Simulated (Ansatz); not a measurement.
NaCl (rock salt, Fm-3m), plane-wave PAW LDA (Ansatz code). The conduction-band minimum lies at Γ, with 1 equivalent valley. Second derivatives d²E/dk² of the lowest band at one valley (eV·Å²), along Cartesian directions:

| direction | d²E/dk² |
|---|---|
| [100] | 20.55 |
| [010] | 20.55 |
| [001] | 20.55 |
| [110] | 20.55 |
| [101] | 20.55 |
| [011] | 20.55 |

**Question.** Find the principal effective masses, the density-of-states mass and the conductivity mass.

**Answer.** Off-diagonal terms follow from H_xy = H[110] − (H_xx + H_yy)/2, and m*/mₑ = 7.620 eV·Å² over each eigenvalue: 0.37, 0.37, 0.37. One valley's DOS mass (m₁m₂m₃)^(1/3) = 0.37, conductivity mass 3/(Σ 1/mᵢ) = 0.37 mₑ.

**Question.** What effective density of states Nc follows at 300 K for parabolic valleys?

**Answer.** Nc = 2.509e19 × 1 × (0.37)^(3/2) ≈ 5.6e18 cm⁻³.

**Question.** With the computed static dielectric constant 5.47 (mean of the diagonal), estimate a hydrogenic donor's binding energy and radius.

**Answer.** E = 13.606 eV × 0.37/5.47² ≈ 170 meV; a = 0.529 Å × ε/m* ≈ 7.8 Å. Semilocal masses tend to be too small where the gap is.

**Question.** With ε∞ = 2.67 and ω_LO = 270 cm⁻¹, what Fröhlich coupling constant follows?

**Answer.** α = (1/ε∞ − 1/ε0) √(m* × 13.606 eV/ħω_LO) = 2.4.

The cell was relaxed with LDA under the symmetry of its start; phonons on a q-mesh show no instability.

Potentials: the later of the program's two PAW sets.
